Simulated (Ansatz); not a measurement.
# Kick test of a cell of Na2HF

The cell was found from a structure generator's guess, not taken from experiment.

These are results of DFT PBE, scalar-relativistic, plane waves, PAW in Ansatz 0.2.0, not measurements. Plane waves to 420 eV, a k mesh through Γ of 9×9×4 on the computed 4-atom cell and Gaussian smearing (0.02 eV); no spin polarisation.

The cell below (4 atoms, space group P-6m2 (No. 187)) is relaxed within its symmetry.

```
Na H F
1.0
     3.29343    0.00000    0.00000
    -1.64671    2.85219    0.00000
     0.00000    0.00000    5.78083
Na H F
2 1 1
Cartesian
  1.6467 0.9507 1.4672
  1.6467 0.9507 4.3136
  0.0000 0.0000 0.0000
  0.0000 1.9015 2.8904
```

For the test a repeat of it with 8 atoms (edges 3.29, 5.70, 5.78 Å) was strained at random (σ = 1.5 % a component), the atoms were moved at random (σ = 0.10 Å), and all was relaxed again on a coarse 4×4×4 mesh (in the run’s order of axes) with 0.10 eV smearing, with no symmetry imposed.

Question: Does it come back?

Answer: It returns, within 1 meV/atom of the unmoved cell on that mesh and with the same symmetry when read at 0.1 Å (Cm at 0.01 Å, so small strains and shifts remain). So it is stable against the distortions that fit this cell and that this random move excites. Modes that don't fit the cell aren't tested.
